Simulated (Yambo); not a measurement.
## Convergence of the G0W0 gap of BaO

G0W0@PBEsol for BaO (rock salt, space group Fm-3m, No. 225) in Yambo. Reference settings: 4×4×4 Γ-centred k mesh, 98 bands and a 10 Ry block in the screening, 98 bands in G with the Bruneval-Gonze terminator, plasmon pole fitted at 27.2 eV. The PBEsol gap X → X on this mesh is 1.84 eV; G0W0 gaps are taken between the same points.

| change from the reference | G0W0 gap X → X (eV) | shift of the valence edge (eV) | rough Yambo cost |
|---|---|---|---|
| reference settings | 3.13 | -0.83 | 1 |
| 34 bands in W, 34 bands in G | 3.22 | -0.62 | about 1/3 |
| 61 bands in W, 61 bands in G | 3.15 | -0.77 | within a factor of two |
| 34 bands in G | 3.20 | -0.85 | – |
| 61 bands in G | 3.16 | -0.85 | – |
| 43 bands in W | 3.15 | -0.68 | within a factor of two |
| 1 Ry block | 3.62 | -1.03 | within a factor of two |
| 4 Ry block | 3.00 | -0.67 | within a factor of two |
| 8 Ry block | 3.10 | -0.79 | within a factor of two |
| pole fitted at 15 eV | 3.12 | -0.74 | – |
| no random integration | 3.07 | -0.61 | – |
| 34 bands in G, no terminator | 2.75 | -0.07 | – |
| 61 bands in G, no terminator | 2.88 | -0.44 | – |
| no terminator | 2.98 | -0.62 | – |

The reference isn't shown to be the converged limit. Costs are rough (shared machines), scaled to the same edge states, and given only for runs that recompute the screening.

Geometry relaxed with PBEsol; primitive cell a = 3.8789 Å, b = 3.8789 Å, c = 3.8789 Å, α = 60.00°, β = 60.00°, γ = 60.00°.

A shift is the quasiparticle energy of the state minus its PBEsol energy.
